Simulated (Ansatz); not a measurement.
**MgS (Fm-3m): lattice vibrations**

```
CELL_PARAMETERS angstrom
0.00000 2.56418 2.56418
2.56418 0.00000 2.56418
2.56418 2.56418 0.00000
ATOMIC_POSITIONS crystal
Mg 0.00000 0.00000 0.00000
S 0.50000 0.50000 0.50000
```

Conventional cell: a = 5.128 Å, b = 5.128 Å, c = 5.128 Å, α = 90.00°, β = 90.00°, γ = 90.00°. Around Mg (atom 1) lie 6 S at 2.56 Å. S (atom 2) is surrounded by 6 Mg at 2.56 Å.

Level of theory, where no other is named: LDA, all-electron LAPW in Ansatz 0.2.0, scalar-relativistic. k mesh 8×8×8, fixed occupations, basis error target 0.5 meV/atom. The cell was relaxed by PAW under this functional, which moved its volume by -4 % from the database entry's.

Atoms are displaced by 0.01 Å in the smallest supercells that hold the wave vectors of a 2×2×2 mesh. Negative values stand for unstable modes. The zone centre has no LO-TO term.

(1) What are the phonon energies at the solved wave vectors, in cm⁻¹?

(2) Is the structure dynamically stable at these wave vectors?

(3) How do the optical zone-centre modes decompose, and which are active?

(4) How well do frozen-core PAW files reproduce these all-electron values?

(5) The cell is scaled evenly to 33.213 and 34.225 Å³ (from 33.719), with free atoms relaxed and the shape held. What are the mode Grüneisen parameters γ = −d ln ω/d ln V?

(6) Linear response on PAW files adds the field. What are the dielectric tensor, the Born charges and the LO shift?

## Answers

(1) 

| q | point | modes (cm⁻¹) |
| --- | --- | --- |
| 0.000 0.000 0.000 | Gamma | 252.4 (×3) |
| 0.500 0.000 0.000 | L | 185.9 (×2), 210.5 (×2), 299.8, 368.0 |
| 0.500 0.500 0.000 | X | 125.1 (×2), 185.1, 279.1 (×2), 315.0 |

(2) Yes, no mode is unstable there; wave vectors off this mesh aren't tested.

(3) Point group m-3m: Γ_opt = T1u.

| label | cm⁻¹ | activity | mostly |
| --- | --- | --- | --- |
| T1u | 252.4 | IR | Mg (57 %) |

(4) With a cutoff of 420 eV and displacements of 0.0025 Å, the r.m.s. difference over the modes is 0.2 cm⁻¹; the largest difference is 185.7 (PAW) against 185.9 cm⁻¹ (LAPW).

(5) For the highest mode, 373.3 cm⁻¹ in the small cell and 362.8 in the large one give γ ≈ 0.95. From the change of the dynamical matrix on each mode:

| point | cm⁻¹ | γ |
| --- | --- | --- |
| Gamma | 252.4 | 2.76 |
| L | 185.9 | 2.46 |
| L | 210.5 | 2.14 |
| L | 299.8 | 1.26 |
| L | 368.0 | 0.95 |
| X | 125.1 | -0.02 |
| X | 185.1 | 0.24 |
| X | 279.1 | 2.55 |
| X | 315.0 | 2.24 |

Weighted by the modes' heat capacities at 300 K, the mean on this mesh is 1.69; it moves with the q mesh, and a coarse one overweights the zone boundary.

(6) ε∞ = (5.59, 5.59, 5.59) along x, y, z with local fields. Born charges (xx, yy, zz): Mg1 (2.29, 2.29, 2.29); S2 (-2.29, -2.29, -2.29). The highest zone-centre mode lies at 252.2 cm⁻¹ without the macroscopic field and at 403.8 cm⁻¹ with it, for q along x. Lyddane-Sachs-Teller then gives ε₀ = ε∞ (ω_LO/ω_TO)² = 14.32. With the ions free to follow the field, the program's ε₀ is (14.32, 14.32, 14.32).

Caveats: the frozen-core PAW files of the compared runs were fitted under PBE, their cores solved anew for this functional; semilocal gaps are low, and ε∞ tends to come out large.
